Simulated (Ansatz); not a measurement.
SrSnS3 in space group Pnma (No. 62; Pearson symbol oP20), the program Ansatz at the PBEsol level (PAW). The conduction-band minimum lies on the Γ–X line, 56 % of the way from Γ, with 2 equivalent valleys. Second derivatives d²E/dk² of the lowest band at one valley (eV·Å²), along Cartesian directions:

| direction | d²E/dk² |
|---|---|
| [100] | 4.657 |
| [010] | 24.77 |
| [001] | 9.459 |
| [110] | 14.73 |
| [101] | 7.057 |
| [011] | 17.12 |

Find the principal effective masses, the density-of-states mass and the conductivity mass.

Off-diagonal terms follow from H_xy = H[110] − (H_xx + H_yy)/2, and m*/mₑ = 7.620 eV·Å² over each eigenvalue: 0.31, 0.81, 1.6. One valley's DOS mass (m₁m₂m₃)^(1/3) = 0.74, conductivity mass 3/(Σ 1/mᵢ) = 0.59 mₑ.

What effective density of states Nc follows at 300 K for parabolic valleys?

Nc = 2.509e19 × 2 × (0.74)^(3/2) ≈ 3.2e19 cm⁻³.

The workflow started from a Materials Project entry (that database holds measured and hypothetical structures alike); the Crystallography Open Database copy checked does not list it. Its standing as an ambient phase is unchecked. The PBEsol relaxation kept the symmetry of its start; of distortions, only those at the zone centre were tested. Spin–orbit coupling is left out wherever it is not named.

Potentials: the later of the program's two PAW sets.

Edges and masses are those of Kohn–Sham bands, whose gap is no quasiparticle gap.
